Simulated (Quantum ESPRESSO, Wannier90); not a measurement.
Tight-binding from DFT: Cu2O (Pn-3m)

```
CELL_PARAMETERS angstrom
      4.24670     0.00000     0.00000
      0.00000     4.24670     0.00000
      0.00000     0.00000     4.24670
ATOMIC_POSITIONS crystal
  Cu 0.25000 0.25000 0.75000
  Cu 0.25000 0.75000 0.25000
  Cu 0.75000 0.75000 0.75000
  Cu 0.75000 0.25000 0.25000
  O  0.50000 0.50000 0.50000
  O  0.00000 0.00000 0.00000
```

Structure: Materials Project mp-361, symmetrised, not relaxed again. COD (Crystallography Open Database) has an entry of this formula and space group (matched by these alone). Computed values, not measurements, from LDA: Quantum ESPRESSO (norm-conserving PseudoDojo potentials, cutoff 74 Ry, no spin polarisation, no spin-orbit coupling) on a Γ-centred 4×4×4 mesh, then Wannier90. Density: 8×8×8 mesh, Gaussian smearing 0.01 Ry. A non-magnetic state is assumed, with no Hubbard U; filled 3d bands tend to lie too high at this level.

Functional, cutoff and mesh named above are those of the base row (4×4×4); the first column says what each row takes instead. Model: 28 functions from bands 17-44, start SCDM (isolated) (the valence bands). Energies are relative to the valence-band maximum; the misfit is to pw.x on a path, for all bands of the set. Only the mesh of Bloch states changes. Ω_total can sit in another minimum from row to row; Ω_I of an isolated set cannot. A star marks runs that hit the step limit.

Among the meshes 2×2×2, 3×3×3, 4×4×4, 5×5×5, which is the coarsest that interpolates to 20 meV rms?

4×4×4.

```json
[
 {"mesh": "2×2×2", "Ω_I (Å²)": "15.21", "Ω_total (Å²)": "17.10*", "rms misfit (meV)": "41", "k-points (cost)": "8", "rough cost of nscf and overlaps (first row = 1)": "1.0"},
 {"mesh": "3×3×3", "Ω_I (Å²)": "16.94", "Ω_total (Å²)": "19.08*", "rms misfit (meV)": "33", "k-points (cost)": "27", "rough cost of nscf and overlaps (first row = 1)": "2.8"},
 {"mesh": "4×4×4", "Ω_I (Å²)": "17.68", "Ω_total (Å²)": "19.84*", "rms misfit (meV)": "10", "k-points (cost)": "64", "rough cost of nscf and overlaps (first row = 1)": "6"},
 {"mesh": "5×5×5", "Ω_I (Å²)": "18.11", "Ω_total (Å²)": "20.29*", "rms misfit (meV)": "6.8", "k-points (cost)": "125", "rough cost of nscf and overlaps (first row = 1)": "12"}
]
```

Ω_I still rises with the mesh: the finite-difference spreads converge slowly and from below.
